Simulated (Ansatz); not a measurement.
Ansatz (a quantum-chemistry and plane-wave program) input:

Ansatz 0.2 input:
```yaml
crystal:
  lattice:
    - [-3.3269830159, 3.3269830159, 1.9226118391]
    - [3.3269830159, -3.3269830159, 1.9226118391]
    - [3.3269830159, 3.3269830159, -1.9226118391]
  atoms:
    - { symbol: Si, position: [0.1787832717, 0.1787832717, 0.3575665434] }
    - { symbol: Si, position: [0.8212167283, 0.8212167283, 0.6424334566] }
    - { symbol: Si, position: [0.1787832717, 0.8212167283, 0.0] }
    - { symbol: Si, position: [0.8212167283, 0.1787832717, 0.0] }
kpoints:
  mp_grid: { grid: [8, 8, 8] }
hamiltonian:
  xc: r2scan
  pseudopotentials: { kind: paw }
scf:
  occupations: { method: fixed }
phonons:
  method: dfpt
  response_accuracy: low
  eigenvectors: true
  rigid_motions: translations
  dielectric: true
```

Output (shortened):

```
zone centre: on kpoints.mp_grid the ground state, and the responses unless they are solved on pairs of k-points, stand on 260 of the mesh's 512 k-points, …
Pseudopotentials: kind: paw
Pseudopotential: Si, paw, valence charge 4
Functional definition: r2SCAN
Crystal: 4 atoms, lattice volume = 85.124 Å³
Basis set: ecut = 500 eV, 2111 PW (Γ), exchange–correlation on 200×200×200 points (125 copies of the dense FFT grid, shifted against one another)
Bands: 12, of which v1, the nominal top of the filled ones, is band 8 counted from 1 (7 counted from 0)
Symmetry: 16 space group operations
k-points: 260 of 512 (irreducible under 1 space group operation, time reversal used)
PAW frozen core: Si, regenerated for the run's functional
Initial wavefunctions: pseudopotential atomic-orbital guess
Eigensolver: davidson
Functional: x = r2scan, c = r2scan; τ floored in thin density (d = 2e-4 eV/Å³)
SCF iter   1: F=—  HF=-2555.766234 eV  |F-HF|=—  |Δ(HF+E_count)|=         —  Δρ=4.31e-3  dr2=1.40e-2  dr2_τ=2.40e-2  ethr=1.77e-3  ⟨swp⟩=5.0  Hψ=18720  notcnv=0  defer=483
all-band conjugate gradients solve this SCF's bands
preconditioner: auto → none
SCF iter   2: F=—  HF=-2555.796941 eV  |F-HF|=—  |Δ(HF+E_count)|=   3.07e-2  Δρ=2.43e-3  dr2=3.41e-3  dr2_τ=2.25e-5  ethr=8.72e-5  ⟨swp⟩=2.1  Hψ=7784  notcnv=0  defer=508
SCF iter   3: F=—  HF=-2555.797192 eV  |F-HF|=—  |Δ(HF+E_count)|=   2.51e-4  Δρ=5.19e-4  dr2=3.93e-4  dr2_τ=3.75e-6  ethr=2.13e-5  ⟨swp⟩=3.0  Hψ=4971  notcnv=0  defer=516
SCF iter   4: F=—  HF=-2555.797099 eV  |F-HF|=—  |Δ(HF+E_count)|=   9.23e-5  Δρ=7.77e-5  dr2=5.11e-6  dr2_τ=6.57e-8  ethr=2.46e-6  ⟨swp⟩=2.5  Hψ=4894  notcnv=0  defer=502
SCF iter   5: F=—  HF=-2555.797099 eV  |F-HF|=—  |Δ(HF+E_count)|=   7.64e-7  Δρ=1.87e-5  dr2=2.05e-7  dr2_τ=3.49e-9  ethr=3.20e-8  ⟨swp⟩=2.7  Hψ=5413  notcnv=0  defer=58
SCF iter   6: F=—  HF=-2555.797098 eV  |F-HF|=—  |Δ(HF+E_count)|=   2.56e-7  Δρ=3.18e-6  dr2=4.82e-9  dr2_τ=5.87e-11  ethr=1.28e-9  ⟨swp⟩=2.7  Hψ=5277  notcnv=0
SCF iter   7: F=—  HF=-2555.797098 eV  |F-HF|=—  |Δ(HF+E_count)|=   5.15e-9  Δρ=4.64e-7  dr2=1.08e-10  dr2_τ=1.25e-12  ethr=3.01e-11  ⟨swp⟩=2.5  Hψ=5423  notcnv=0
SCF iter   8: F=-2555.797098 eV  HF=-2555.797098 eV  |F-HF|=9.09e-13  |Δ(HF+E_count)|=  1.26e-10  Δρ=6.90e-8  dr2=2.65e-12  dr2_τ=2.72e-14  ethr=1.00e-12  ⟨swp⟩=8.0  Hψ=20938  notcnv=0
SCF 1 converged in 8 iterations: F = -2555.797098 eV  dr2 = 2.65e-12
NSCF: frozen V_eff on 65 k-points
DFPT response loops at Γ: preconditioner auto → Resta (q_TF=auto, 2.065 Å⁻¹)  ε∞=11.6 (no band partly filled) …
── the response to a field inside a basis, on 14×14×10 k-points: an SCF that follows is theirs, and a resumed run solves both again ──
Crystal: 4 atoms, lattice volume = 85.124 Å³
Bands: 9, of which v1, the nominal top of the filled ones, is band 8 counted from 1 (7 counted from 0)
k-points: 525 of 1960 (irreducible under 4 space group operations)
Initial density: handed on by an earlier stage of this run
Initial wavefunctions: pseudopotential atomic-orbital guess (no wavefunctions were taken with the density)
Eigensolver: Dense (525 Hₖ)
SCF iter   1: F=—  HF=-2555.793935 eV  |F-HF|=—  |Δ(HF+E_count)|=         —  Δρ=5.81e-5  dr2=1.88e-6  dr2_τ=1.01e-7  ethr=1.00e-1
all-band conjugate gradients don't solve this SCF's bands (scf.eigensolver.kind)
preconditioner: auto → none
SCF iter   2: F=—  HF=-2555.793936 eV  |F-HF|=—  |Δ(HF+E_count)|=   1.25e-6  Δρ=3.03e-5  dr2=4.76e-7  dr2_τ=5.32e-9  ethr=1.17e-8
SCF iter   3: F=-2555.793937 eV  HF=-2555.793937 eV  |F-HF|=2.24e-8  |Δ(HF+E_count)|=   3.41e-7  Δρ=3.62e-6  dr2=3.21e-8  dr2_τ=1.96e-10  ethr=2.98e-9
SCF 1 converged in 3 iterations: F = -2555.793937 eV  dr2 = 3.21e-8
DFPT response loops at Γ: preconditioner auto → Resta (q_TF=auto, 2.065 Å⁻¹)  ε∞=11.2 (no band partly filled) …
WARN: field response: ε∞ stands inside a basis, on 14×14×10 points …
SCF converged after 8 iterations
Free energy (F): -2555.797098 eV
Harris-Foulkes:  -2555.797098 eV  (|F-HF|=9.09e-13)
Internal energy: -2555.797098 eV  (E = F + TS)
E sigma→0 (E₀):  -2555.797098 eV
Fermi energy:    5.753141 eV
--- Per-component energies (eV) ---
  E_band       = 4.794221
  E_kinetic    = 161.218338
  E_local      = -135.673530  (includes V_loc(G=0)·N_el)
  E_nonlocal   = 99.982156
  E_hartree    = 39.934348
  E_xc         = -205.661628
  E_vxc        = -198.606947  (∫ρ·V_xc dr)
  E_paw        = -2077.920531  (= ΣΔE_a)
  E_vpaw       = -9.864160  (= ΣTr[D̂ρ^β])
  E_aug_tail   = 0.000017  (compensation charges beyond the density's cutoff)
  E_vtau       = 7.869650  (kinetic-family band-sum trace: ∫τ·v_τ [+ j·A + Jᵃ·Aᵃ] dr)
  E_ewald      = -437.370537
  E_core_change = -0.305732  (= ΣΔE_core)
  E_smearing   =  0.000000  (= −TS)
  E_closure    = 0.000000  (closes the sum)
  Σ components = -2555.797098   (vs F -2555.797098, Δ=0.00e0)
  [band-id]    e_kinetic+e_local+e_nonlocal+2·e_hartree+e_vxc+e_vpaw+e_augmentation_tail+e_vtau = 4.794220   (vs E_band 4.794221, Δ=-1.92e-6)
--- Band table (eV; the first three rows and the last of 260) ---
  k-point 0: bands = ["-6.8809", "-2.4197", "-0.0576", "-0.0576", "1.8056", "4.1662", "4.1662", "5.1522", "7.3118", "7.6076", "7.6076", "8.2730"]
  k-point 1: bands = ["-6.7905", "-2.7917", "-0.0337", "0.0148", "2.2567", "4.0664", "4.1452", "4.6443", "7.1696", "7.5951", "8.1692", "8.1744"]
  k-point 2: bands = ["-6.5258", "-3.5812", "0.0494", "0.2169", "3.1311", "3.7814", "3.8633", "4.0957", "6.7847", "7.9669", "8.0691", "8.3439"]
  k-point 259: bands = ["-4.5609", "-4.5609", "-3.8302", "0.5176", "2.6433", "5.5112", "5.7531", "5.7531", "6.3350", "9.4960", "9.5531", "10.0216"]
  band table: 12 of 12 bands, residual norms ≤ 1.0e-3 eV
--- Phonons (Γ-DFPT): 2 representative perturbations + reference, on 260 of 512 k-points (Σ response iterations 10) ---
  k mesh reduced under 1 symmetry operation, with k and −k counted as one. Each operation leaves every solved perturbation unchanged …
  ASR residual: 8.297e-5 → 0.000e0 eV/Å²; symmetrization residual: 1.865e-6 eV/Å²
  ASR residual per site (eV/Å²): 8.30e-5 8.30e-5 8.30e-5 8.30e-5
  Γ frequencies (cm⁻¹): 0.00 0.00 0.00 155.38 218.33 401.85 401.85 413.78 420.68 499.35 499.35 540.57
  ε∞ (high-frequency dielectric tensor):
       11.736574     0.000000     0.000000
        0.000000    11.736574     0.000000
        0.000000     0.000000    10.503136
  ε⁰ (static dielectric tensor: ions relaxed, cell fixed):
       11.766986     0.000000     0.000000
        0.000000    11.766986     0.000000
        0.000000     0.000000    10.503136
  ε⁰ − ε∞ (ionic part):
        0.030412     0.000000     0.000000
        0.000000     0.030412     0.000000
        0.000000     0.000000     0.000000
  softest optical mode at Γ: 155.38 cm⁻¹; the repairs (sum rule, projections) moved no ω² at Γ by more than (1.25 cm⁻¹)²
  Born effective charges Z* (e; rows j = field, columns β = displacement):
    site 0:
         0.00000    0.24424    0.00000
         0.24424    0.00000    0.00000
         0.00000    0.00000    0.00000
    site 1:
         0.00000    0.24424    0.00000
         0.24424    0.00000    0.00000
         0.00000    0.00000    0.00000
    site 2:
         0.00000   -0.24424    0.00000
        -0.24424    0.00000    0.00000
         0.00000    0.00000    0.00000
    site 3:
         0.00000   -0.24424    0.00000
        -0.24424    0.00000    0.00000
         0.00000    0.00000    0.00000
  Z* charge neutrality: 2.238e-3 e pre-enforcement
  solved inside a basis spanned on kpoints, on 14×14×10 k-points: ε∞ is read to err by 4.6e-2, Z* by 6.0e-3 e (field_mesh: kpoints solves on kpoints) …
  optical modes at Γ without the LO–TO term, one row a degenerate level:
      ω (cm⁻¹)  modes    IR ((D/Å)²/amu)
        155.38      1             0.0000
        218.33      1             0.0000
        401.85      2             0.3920
        413.78      1             0.0000
        420.68      1             0.0000
        499.35      2             0.0000
        540.57      1             0.0000
  optical modes at Γ + LO–TO along q̂ = [1.0000, 0.0000, 0.0000]:
      ω (cm⁻¹)  modes    IR ((D/Å)²/amu)
        155.38      1             0.0000
        218.33      1             0.0000
        401.85      1             0.1960
        402.37      1             0.1960
        413.78      1             0.0000
        420.68      1             0.0000
        499.35      2             0.0000
        540.57      1             0.0000
  optical modes at Γ + LO–TO along q̂ = [0.0000, 1.0000, 0.0000]:
      ω (cm⁻¹)  modes    IR ((D/Å)²/amu)
        155.38      1             0.0000
        218.33      1             0.0000
        401.85      1             0.1960
        402.37      1             0.1960
        413.78      1             0.0000
        420.68      1             0.0000
        499.35      2             0.0000
        540.57      1             0.0000
  optical modes at Γ + LO–TO along q̂ = [0.0000, 0.0000, 1.0000]:
      ω (cm⁻¹)  modes    IR ((D/Å)²/amu)
        155.38      1             0.0000
        218.33      1             0.0000
        401.85      2             0.3920
        413.78      1             0.0000
        420.68      1             0.0000
        499.35      2             0.0000
        540.57      1             0.0000
```

Cost: around 8 core-minutes (rough) on shared cores.

Space group I4/mmm. The workflow started from a Materials Project entry (that database holds measured and hypothetical structures alike); the Crystallography Open Database copy checked does not list it. It is not the phase usual at ambient conditions (space group No. 227). The r²SCAN relaxation kept the symmetry of its start; phonons on a q-mesh show no instability.

Potentials: the later of the program's two PAW sets.

Ansatz is a plane-wave DFT program.
